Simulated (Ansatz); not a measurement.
# Structures of CaHfTe$_{3}$: which is lowest?

Plane-wave DFT in Ansatz with scalar-relativistic PAW potentials, cutoff 420 eV, Γ-centred meshes chosen by cell and gap, Gaussian smearing with energies taken to zero width. Every cell was relaxed (cell and atoms) in a run of its own, within the symmetry of its start. Functional: PBE.

Relaxed structures (starts from databases or built by putting these elements on another compound's sites):
A. R3, 5 atoms in the computed cell, a = 7.420 Å, c = 10.838 Å; sites (symmetry × multiplicity) Ca 3. × 3, Hf 3. × 3, Te 1 × 9; start: built
B. Pm-3m, 5 atoms in the computed cell, a = 5.599 Å; sites (symmetry × multiplicity) Ca m-3m × 1, Hf m-3m × 1, Te 4/mm.m × 3; start: built
C. P6_3/mmc, 10 atoms in the computed cell, a = 7.665 Å, c = 6.453 Å; sites (symmetry × multiplicity) Ca -6m2 × 2, Hf -3m. × 2, Te mm2 × 6; start: built

Task: Rank them by energy. Could pressure change the order?

Result:
| structure | group | E − E(lowest) (meV/atom) | V (Å³/atom) | gap on mesh (eV) |
| --- | --- | --- | --- | --- |
| A | R3 | 0.0 | 34.45 | 0.81 |
| C | P6_3/mmc | 74 | 32.83 | 0.00 |
| B | Pm-3m | 212 | 35.10 | 0.00 |

A is lowest, 74 meV/atom under C. C is denser by 1.61 Å³/atom, so pressure favours it: ΔE/ΔV, with ΔE in eV and 1 eV/Å³ = 160.2 GPa, gives about 7 GPa for equal enthalpy if both cells were rigid, a rough figure since the two compress differently. Other structures may lie lower than all of these, and vibrations aren't counted.

Spin-orbit coupling is left out, which matters for the bands of heavy elements.